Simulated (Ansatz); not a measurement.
SnSe$_{2}$ (CdI2 type)

```
SnSe2
1.0
    7.65168     0.00000     0.00000
   -1.91292     3.31327     0.00000
    0.00000     0.00000     6.23092
Sn Se
2 4
Direct
  0.00000   0.00000   0.00000
  0.50000   0.00000   0.00000
  0.16667   0.66667   0.25294
  0.66667   0.66667   0.25294
  0.33333   0.33333   0.74706
  0.83333   0.33333   0.74706
```

In this cell atom 1 (Sn, nearest neighbour Se at 2.713 Å; its periodic images, 3.8 Å or more away, move with it) is moved by s towards the nearest neighbour, unit vector (0.000, 0.814, 0.581); all other atoms and the cell stay fixed.

Method: r2SCAN+rVV10 (plane waves to 500 eV, PAW, scalar-relativistic; Ansatz, a program for electronic structure). k mesh 4×8×5 (Γ-centred), Fermi-Dirac smearing 0.05 eV. Energies are smeared free energies. Left out: 2 of 11 points, with atoms too close for the PAW data. As the smearing reaches across the gap at some points, energies and forces of such displacements shift with the k mesh and the smearing. SnSe2 was relaxed with its symmetry unable to fall. The zero of ΔE is the undisplaced structure.

Predict the ΔE (meV/cell) at s (Å) = -0.648, -0.486, -0.162, 0.162, 0.324, 0.648.


```
s (Å)   ΔE (meV/cell)
------  -------------
-0.648           3055
-0.486           1420
-0.162            124
0.162             124
0.324             544
0.648            3055
```

(A displaced cell: forces are minus the slopes of the energy, force constants its curvatures, and phonons follow from these.)
